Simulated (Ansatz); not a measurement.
MnO in space group Pmmn (No. 59; Mn on 2b, O on 2a), the program Ansatz at the PBEsol level (PAW). The conduction-band minimum lies at Γ, with 1 equivalent valley. Second derivatives d²E/dk² of the lowest band at one valley (eV·Å²), along Cartesian directions:…

```json
[
 {"direction": "[100]", "d²E/dk²": "25.66"},
 {"direction": "[010]", "d²E/dk²": "21.57"},
 {"direction": "[001]", "d²E/dk²": "25.57"},
 {"direction": "[110]", "d²E/dk²": "23.61"},
 {"direction": "[101]", "d²E/dk²": "25.63"},
 {"direction": "[011]", "d²E/dk²": "23.57"}
]
```

Find the principal effective masses, the density-of-states mass and the conductivity mass.

Off-diagonal terms follow from H_xy = H[110] − (H_xx + H_yy)/2, and m*/mₑ = 7.620 eV·Å² over each eigenvalue: 0.30, 0.30, 0.35. One valley's DOS mass (m₁m₂m₃)^(1/3) = 0.32, conductivity mass 3/(Σ 1/mᵢ) = 0.31 mₑ.

What effective density of states Nc follows at 300 K for parabolic valleys?

Nc = 2.509e19 × 1 × (0.32)^(3/2) ≈ 4.5e18 cm⁻³.

The first step of the workflow began from a Materials Project structure, measured or hypothetical; the Crystallography Open Database copy checked does not list it. It is not the phase usual at ambient conditions (space group No. 225). The cell was relaxed with PBEsol under the symmetry of its start, as lowered by the spin order; of distortions, only those at the zone centre were tested, and some modes there are weakly imaginary. The final state is antiferromagnetic, chosen from 5 collinear starts compared on coarse meshes (ties went to the first, and starts can fall back to one state), not a proven ground state. No Hubbard U is applied. Point labels and valley counts follow the cell and symmetry of the run, lower than the named group.

Potentials: the later of the program's two PAW sets.

Edges and masses are those of Kohn–Sham bands, whose gap is no quasiparticle gap.
